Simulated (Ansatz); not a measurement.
A relaxed structure of Ru is spoiled in several ways and relaxed again each time (noise and exchanges are one random draw each; squeezed and stretched starts keep its symmetry, which their runs cannot lower; pressure is positive under compression). Computed with PBEsol (plane waves to 420 eV, PAW, scalar-relativistic; Ansatz, a first-principles code).

Space group P6₃/mmc (No. 194); a = b = 2.692 Å, c = 4.246 Å, α = β = 90.00°, γ = 120.00°

```
atom  site  symmetry       x       y       z
----  ----  --------  ------  ------  ------
Ru      2d      -6m2  0.6667  0.3333  0.2500
```

One start gave a first pressure of +60.4 GPa, a largest first force of 0.00 eV/Å and released 0.27 eV/atom. Which change was it?
A. with every coordinate shifted by Gaussian noise of σ = 0.45 Å
B. squeezed uniformly to 88 % of its volume

B, squeezed uniformly to 88 % of its volume. All starts:

```csv
change,first pressure (GPa),largest first force (eV/Å),released (eV/atom),moves,outcome,final group,E − E(parent) (eV/atom)
with every coordinate shifted by Gaussian noise of σ = 0.45 Å,19.0,3.51,0.69,9,returns to the parent,P6₃/mmc,0.00
squeezed uniformly to 88 % of its volume,60.4,0.00,0.27,7,returns to the parent,P6₃/mmc,0.00
```

First-step values come from each run's starting, coarser k-mesh (14×14×8). The runs use different k-meshes, so differences are rounded accordingly. No spin polarisation in the result.
